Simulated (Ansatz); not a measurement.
Relaxation of a relaxed TaSi2 cell, doubled along one cell vector, shaken by Gaussian noise of σ = 0.08 Å a coordinate; 6 atoms in the cell, which starts as P1 (No. 1), aP6; a = 3.5279 Å, b = 4.6832 Å, c = 7.0558 Å, α = 90.00°, β = 90.00°, γ = 90.00°. Computed with PBE (plane waves to 420 eV, PAW, scalar-relativistic; Ansatz, a program for electronic structure). Γ-centred k-mesh 4×7×5 on the run's cell (coarser than for final values), Fermi–Dirac smearing 0.05 eV. This is the first round of the run. 

The optimiser's lines from the output (shortened; P is positive under compression):

```
relax step   1: F+E_penalty+E_count = -22402.58872998 eV  Δ(F+E_penalty+E_count) = +0.000e0 eV  max|allowed force component| = 2.962e0 eV/Å  Δτ_max = 0.0000 Å  P = +1.344 GPa  Ω = 116.575 Å³  (6 SCF iters, dr2 threshold 1.00e-7 eV, accepted)
relax step   2: F+E_penalty+E_count = -22403.44332780 eV  Δ(F+E_penalty+E_count) = -8.546e-1 eV  max|allowed force component| = 1.663e0 eV/Å  Δτ_max = 0.1963 Å  P = +0.911 GPa  Ω = 114.519 Å³  (7 SCF iters, dr2 threshold 6.00e-7 eV, accepted)
relax step   3: F+E_penalty+E_count = -22404.35646499 eV  Δ(F+E_penalty+E_count) = -9.131e-1 eV  max|allowed force component| = 2.470e0 eV/Å  Δτ_max = 0.1951 Å  P = +1.429 GPa  Ω = 112.479 Å³  (6 SCF iters, dr2 threshold 6.00e-7 eV, accepted)
relax step   4: F+E_penalty+E_count = -22405.32960843 eV  Δ(F+E_penalty+E_count) = -9.731e-1 eV  max|allowed force component| = 2.580e0 eV/Å  Δτ_max = 0.2000 Å  P = +2.517 GPa  Ω = 109.433 Å³  (6 SCF iters, dr2 threshold 6.00e-7 eV, accepted)
relax step   5: F+E_penalty+E_count = -22406.34734243 eV  Δ(F+E_penalty+E_count) = -1.018e0 eV  max|allowed force component| = 1.765e0 eV/Å  Δτ_max = 0.1945 Å  P = +1.494 GPa  Ω = 107.295 Å³  (6 SCF iters, dr2 threshold 6.00e-7 eV, accepted)
relax step   6: F+E_penalty+E_count = -22407.02915300 eV  Δ(F+E_penalty+E_count) = -6.818e-1 eV  max|allowed force component| = 1.053e0 eV/Å  Δτ_max = 0.2000 Å  P = +0.595 GPa  Ω = 104.791 Å³  (7 SCF iters, dr2 threshold 6.00e-7 eV, accepted)
relax step   7: F+E_penalty+E_count = -22407.35653892 eV  Δ(F+E_penalty+E_count) = -3.274e-1 eV  max|allowed force component| = 8.735e-1 eV/Å  Δτ_max = 0.1904 Å  P = +0.474 GPa  Ω = 102.463 Å³  (6 SCF iters, dr2 threshold 6.00e-7 eV, accepted)
relax step   8: F+E_penalty+E_count = -22407.48821482 eV  Δ(F+E_penalty+E_count) = -1.317e-1 eV  max|allowed force component| = 7.101e-1 eV/Å  Δτ_max = 0.0202 Å  P = +0.957 GPa  Ω = 102.096 Å³  (6 SCF iters, dr2 threshold 6.00e-7 eV, accepted)
relax step   9: F+E_penalty+E_count = -22407.72058568 eV  Δ(F+E_penalty+E_count) = -2.324e-1 eV  max|allowed force component| = 2.473e-1 eV/Å  Δτ_max = 0.0758 Å  P = +1.896 GPa  Ω = 102.221 Å³  (6 SCF iters, dr2 threshold 6.00e-7 eV, accepted)
relax step  10: F+E_penalty+E_count = -22407.82871189 eV  Δ(F+E_penalty+E_count) = -1.081e-1 eV  max|allowed force component| = 3.345e-1 eV/Å  Δτ_max = 0.1055 Å  P = -0.344 GPa  Ω = 104.913 Å³  (6 SCF iters, dr2 threshold 6.00e-7 eV, accepted)
relax step  11: F+E_penalty+E_count = -22407.94469226 eV  Δ(F+E_penalty+E_count) = -1.160e-1 eV  max|allowed force component| = 2.740e-1 eV/Å  Δτ_max = 0.0886 Å  P = +0.367 GPa  Ω = 105.072 Å³  (6 SCF iters, dr2 threshold 6.00e-7 eV, accepted)
relax step  12: F+E_penalty+E_count = -22407.99480343 eV  Δ(F+E_penalty+E_count) = -5.011e-2 eV  max|allowed force component| = 9.141e-1 eV/Å  Δτ_max = 0.1579 Å  P = -3.277 GPa  Ω = 106.043 Å³  (6 SCF iters, dr2 threshold 6.00e-7 eV, accepted)
relax step  13: F+E_penalty+E_count = -22408.14075064 eV  Δ(F+E_penalty+E_count) = -1.459e-1 eV  max|allowed force component| = 3.318e-1 eV/Å  Δτ_max = 0.0553 Å  P = -1.584 GPa  Ω = 103.137 Å³  (6 SCF iters, dr2 threshold 6.00e-7 eV, accepted)
relax step  14: F+E_penalty+E_count = -22408.10828750 eV  Δ(F+E_penalty+E_count) = +3.246e-2 eV  max|allowed force component| = 2.208e-1 eV/Å  Δτ_max = 0.0553 Å  P = +0.690 GPa  Ω = 100.967 Å³  (6 SCF iters, dr2 threshold 6.00e-7 eV, rejected (line search))
relax step  15: F+E_penalty+E_count = -22408.15754591 eV  Δ(F+E_penalty+E_count) = -1.680e-2 eV  max|allowed force component| = 1.238e-2 eV/Å  Δτ_max = 0.0265 Å  P = +0.007 GPa  Ω = 101.910 Å³  (9 SCF iters, accepted)
relax step  16: F+E_penalty+E_count = -22408.15779441 eV  Δ(F+E_penalty+E_count) = -2.485e-4 eV  max|allowed force component| = 1.091e-2 eV/Å  Δτ_max = 0.0128 Å  P = -0.012 GPa  Ω = 101.867 Å³  (6 SCF iters, dr2 threshold 1.39e-8 eV, accepted)
relax step  17: F+E_penalty+E_count = -22408.15783842 eV  Δ(F+E_penalty+E_count) = -4.402e-5 eV  max|allowed force component| = 2.293e-2 eV/Å  Δτ_max = 0.0095 Å  P = -0.020 GPa  Ω = 101.878 Å³  (6 SCF iters, dr2 threshold 7.45e-9 eV, accepted)
relax step  18: F+E_penalty+E_count = -22408.15790851 eV  Δ(F+E_penalty+E_count) = -7.009e-5 eV  max|allowed force component| = 5.469e-3 eV/Å  Δτ_max = 0.0018 Å  P = +0.006 GPa  Ω = 101.890 Å³  (6 SCF iters, dr2 threshold 3.29e-8 eV, accepted)
relax step  19: F+E_penalty+E_count = -22408.15791151 eV  Δ(F+E_penalty+E_count) = -2.995e-6 eV  max|allowed force component| = 1.964e-3 eV/Å  Δτ_max = 0.0032 Å  P = +0.004 GPa  Ω = 101.908 Å³  (6 SCF iters, dr2 threshold 3.13e-9 eV, accepted)
relax step  20: F+E_penalty+E_count = -22408.15791482 eV  Δ(F+E_penalty+E_count) = -3.309e-6 eV  max|allowed force component| = 9.680e-4 eV/Å  Δτ_max = 0.0012 Å  P = -0.004 GPa  Ω = 101.916 Å³  (6 SCF iters, dr2 threshold 2.61e-9 eV, accepted)
relax step  21: F+E_penalty+E_count = -22408.17468375 eV  Δ(F+E_penalty+E_count) = -1.677e-2 eV  max|allowed force component| = 1.543e-2 eV/Å  Δτ_max = 0.0000 Å  P = +0.114 GPa  Ω = 101.916 Å³  stress off target by 3.97e-1 GPa  SCF on the basis re-selected at this cell (its energy is not comparable with the rows above)  (7 SCF iters)
relax step  22: F+E_penalty+E_count = -22408.17441904 eV  Δ(F+E_penalty+E_count) = +2.647e-4 eV  max|allowed force component| = 6.279e-2 eV/Å  Δτ_max = 0.0060 Å  P = -0.125 GPa  Ω = 102.042 Å³  (6 SCF iters, dr2 threshold 3.94e-7 eV, rejected (line search))
relax step  23: F+E_penalty+E_count = -22408.17493765 eV  Δ(F+E_penalty+E_count) = -2.539e-4 eV  max|allowed force component| = 6.115e-3 eV/Å  Δτ_max = 0.0046 Å  P = +0.042 GPa  Ω = 101.901 Å³  (7 SCF iters, accepted)
relax step  24: F+E_penalty+E_count = -22408.17491734 eV  Δ(F+E_penalty+E_count) = +2.032e-5 eV  max|allowed force component| = 1.020e-2 eV/Å  Δτ_max = 0.0069 Å  P = +0.019 GPa  Ω = 101.878 Å³  (6 SCF iters, dr2 threshold 5.04e-8 eV, rejected (line search))
relax step  25: F+E_penalty+E_count = -22408.17496948 eV  Δ(F+E_penalty+E_count) = -3.183e-5 eV  max|allowed force component| = 1.418e-3 eV/Å  Δτ_max = 0.0007 Å  P = -0.008 GPa  Ω = 101.912 Å³  (8 SCF iters, accepted)
relax step  26: F+E_penalty+E_count = -22408.17496464 eV  Δ(F+E_penalty+E_count) = +4.845e-6 eV  max|allowed force component| = 1.429e-3 eV/Å  Δτ_max = 0.0000 Å  P = -0.008 GPa  Ω = 101.912 Å³  stress off target by 1.99e-2 GPa  SCF on the basis re-selected at this cell (its energy is not comparable with the rows above)  (9 SCF iters)
```

From the first to the last row the energy changes by -0.93 eV/atom and the volume by -12.6 %. The last row is marked as not comparable with the walk above it, whose basis was carried along; it does compare with step 1, since both stand on a basis selected at the nominal cutoff for their own cell.

Steps 14, 22, 24 were rejected by the optimiser.

Later rounds, restarted from the end of this one on a renewed k-mesh, logged 13 more steps and released under 0.01 eV/atom more. The final structure after all rounds: Pmmm (No. 47), oP3; a = 2.783 Å, b = 3.218 Å, c = 5.689 Å, α = 90.00°, β = 90.00°, γ = 90.00°. Between re-selections the logged energies stand on a plane-wave basis carried along with the cell. No spin polarisation in the result. The relaxed primitive cell holds an odd number of electrons. A magnetic state may lie lower.

The relaxed structure here is a generated cell of TaSi2: the first start was made by a random draw of sites in a space group, and the end was not matched to a known phase here, so it may be hypothetical. Known forms of TaSi2 include space group No. 181.
